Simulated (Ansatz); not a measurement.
**Structures of CuH₂: which is lowest?**

Plane-wave DFT in Ansatz with scalar-relativistic PAW potentials, cutoff 420 eV, Γ-centred meshes chosen by cell and gap, Gaussian smearing with energies taken to zero width. Every cell was relaxed (cell and atoms) in a run of its own, within the symmetry of its start. Functional: PBE.

Relaxed structures (starts from databases or built by putting these elements on another compound's sites):
A. P6/mmm, 3 atoms in the computed cell, a = 3.010 Å, c = 2.420 Å; sites (symmetry × multiplicity) Cu 6/mmm × 1, H -6m2 × 2; start: built
B. I4/mmm, 3 atoms in the computed cell, a = 2.370 Å, c = 9.601 Å; sites (symmetry × multiplicity) Cu 4/mmm × 2, H 4mm × 4; start: built

Q: Rank them by energy. Could pressure change the order?

A:
```tsv
structure	group	E − E(lowest) (meV/atom)	V (Å³/atom)	gap on mesh (eV)
B	I4/mmm	0.0	8.99	0.00
A	P6/mmm	198	6.33	0.00
```

B is lowest, 198 meV/atom under A. A is denser by 2.66 Å³/atom, so pressure favours it: ΔE/ΔV, with ΔE in eV and 1 eV/Å³ = 160.2 GPa, gives about 12 GPa for equal enthalpy if both cells were rigid, a rough figure since the two compress differently. Without a dispersion term the weakly bound lowest cell is too large, so ΔV and this pressure are artefacts in part: a slight pressure closes the gap between layers first. Other structures may lie lower than all of these, and vibrations aren't counted.